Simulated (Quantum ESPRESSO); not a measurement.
# Band energies of CsSnI$_{3}$

```
CELL_PARAMETERS angstrom
      8.66039     0.00000     0.00000
      0.00000     8.66039     0.00000
      0.00000     0.00000     6.36120
ATOMIC_POSITIONS crystal
  Sn 0.50000 0.50000 0.50000
  Sn 0.00000 0.00000 0.50000
  I  0.80659 0.69341 0.50000
  I  0.19341 0.30659 0.50000
  I  0.30659 0.80659 0.50000
  I  0.69341 0.19341 0.50000
  I  0.50000 0.50000 0.00000
  I  0.00000 0.00000 0.00000
  Cs 0.00000 0.50000 0.00000
  Cs 0.50000 0.00000 0.00000
```

PBEsol (Quantum ESPRESSO, PseudoDojo norm-conserving, 72 Ry, no spin-orbit coupling); path ΓXMΓZRAZ,XR,MA; energies in eV from the valence-band maximum.

```
k (1/Å)  point  band 40  band 41  band 42  band 43  band 44  band 45  band 46  band 47
-------  -----  -------  -------  -------  -------  -------  -------  -------  -------
0.00         Γ    -1.84    -1.75    -1.75    -1.63    -0.63     1.15     1.15     2.60
0.00         X    -2.00    -1.90    -1.90    -1.52    -1.52     2.58     2.58     2.90
0.36         M    -2.01    -1.96    -1.96    -1.43    -1.43     1.39     1.39     4.01
0.62              -1.96    -1.93    -1.84    -1.57    -1.22     1.26     2.66     2.89
0.88         Γ    -1.84    -1.75    -1.75    -1.63    -0.63     1.15     1.15     2.60
1.04              -1.93    -1.76    -1.76    -1.56    -0.60     1.07     1.07     2.86
1.21              -1.91    -1.61    -1.61    -1.42    -0.43     0.88     0.88     1.60
1.37         Z    -1.74    -1.47    -1.47    -1.21     0.00     0.48     0.78     0.78
1.55              -1.77    -1.60    -1.52    -1.15    -0.58     0.62     1.15     1.29
1.73         R    -1.84    -1.67    -1.67    -1.01    -1.01     0.91     0.91     2.37
1.91              -1.96    -1.59    -1.59    -0.92    -0.92     0.91     0.91     1.60
2.10         A    -2.00    -1.54    -1.54    -0.76    -0.76     0.92     0.92     1.13
2.27              -1.95    -1.64    -1.52    -1.02    -0.70     0.82     1.00     1.04
2.44              -1.77    -1.62    -1.48    -1.16    -0.44     0.60     0.86     1.16
2.61         Z    -1.74    -1.47    -1.47    -1.21     0.00     0.48     0.78     0.78
2.61         X    -2.00    -1.90    -1.90    -1.52    -1.52     2.58     2.58     2.90
2.77              -1.85    -1.81    -1.81    -1.51    -1.51     2.52     2.52     2.81
2.94              -1.77    -1.71    -1.71    -1.37    -1.37     1.80     1.80     2.42
3.10         R    -1.84    -1.67    -1.67    -1.01    -1.01     0.91     0.91     2.37
3.10         M    -2.01    -1.96    -1.96    -1.43    -1.43     1.39     1.39     4.01
3.23              -2.00    -1.95    -1.95    -1.40    -1.40     1.36     1.36     3.57
3.35              -2.02    -1.73    -1.73    -1.28    -1.28     1.27     1.27     2.56
3.47              -2.01    -1.59    -1.59    -1.02    -1.02     1.17     1.17     1.49
3.60         A    -2.00    -1.54    -1.54    -0.76    -0.76     0.92     0.92     1.13
```

The PBEsol gap is direct, 0.48 eV at Z.

Without spin-orbit coupling, band edges of such heavy elements can be off by tenths of an eV.

Geometry of the Materials Project entry, not relaxed at this level.
